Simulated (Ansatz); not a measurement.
BaPtSb under pressure: fit and missing row

BaPtSb, P-6m2, a = 4.573 Å, c = 4.942 Å. The structure is a Materials Project entry; whether it is the stable form wasn't checked. Ansatz: r2SCAN, PAW, 500 eV, Γ-centred 12×12×8 mesh on 3 atoms, Gaussian smearing 0.10 eV; no spin polarisation. Cell and atoms are relaxed at each pressure, and no other structure is tried, so the rows at high pressure may lie past a change of phase.

```tsv
V (Å³/atom)	P (GPa)
24.840	15.00
26.727	8.00
?	3.02
29.835	0.00
31.585	-3.01
```

Q: Take V0 = 29.835 Å³/atom, fit the third-order Birch–Murnaghan form to the other rows, and predict the missing volume.

A: With the Eulerian strain f = ½[(V0/V)^(2/3) − 1] and y = P/[3f(1 + 2f)^(5/2)], the form is the line y = B0 + 1.5 B0 (B0′ − 4) f. Rows (f, y): 0.06496, 56.7; 0.03805, 58.3; -0.01864, 59.2. Means f = 0.02812, y = 58.067; Σ(Δf)² = 0.003642, ΣΔfΔy = -0.1010; the slope is their ratio. y = 58.85 − 27.74 f GPa, so B0 = 58.9 GPa and B0′ = 4 + 2 × (-27.74)/(3 × 58.85) = 3.69. P = 3.02 GPa is met at f = 0.01593 (y = 58.41), so V = V0 (1 + 2f)^(−3/2) = 28.464 Å³/atom. The run gave 28.482 Å³/atom, so the fit is 0.018 Å³/atom too low, within the rms miss on the fitted rows (0.018 Å³/atom).

The mesh isn't the same in all rows (12×12×8, 12×12×10). Spin–orbit coupling is left out, which can shift energies with elements as heavy as these.